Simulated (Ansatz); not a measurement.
SiO2 in space group P4_32_12 (No. 96; Si on 4a, O on 8b), the program Ansatz at the r²SCAN level (PAW), all energies at zero smearing, with the estimated change up to a 700 eV cutoff added, with one set of potentials and settings (totals compare only within such a set). Cell of 12 atoms (4 Si, 8 O): -7120.358 eV.

```json
[
 {"element": "Si", "reference phase": "Fd-3m, 2 atoms in the cell", "E (eV/atom)": "-639.0665"},
 {"element": "O", "reference phase": "C2/m, 4 atoms in the cell, spin-polarised", "E (eV/atom)": "-566.0346"}
]
```

Formation energy per atom, worked out: (-7120.358 − 4×(-639.0665) − 8×(-566.0346))/12 = -2.985 eV/atom (-288 kJ per mol of atoms), at 0 K, without zero-point energy or fitted corrections.

The first step of the workflow began from a Materials Project structure, measured or hypothetical; the Crystallography Open Database files this formula in space group No. 96, but the cells were not matched. It is not the phase usual at ambient conditions (space group No. 92, 152, 154). The r²SCAN relaxation kept the symmetry of its start; of distortions, only those at the zone centre were tested. The references are the lowest solids computed at this level, not always the standard phases (solids in place of the gases).

Potentials: the earlier of the program's two PAW sets.
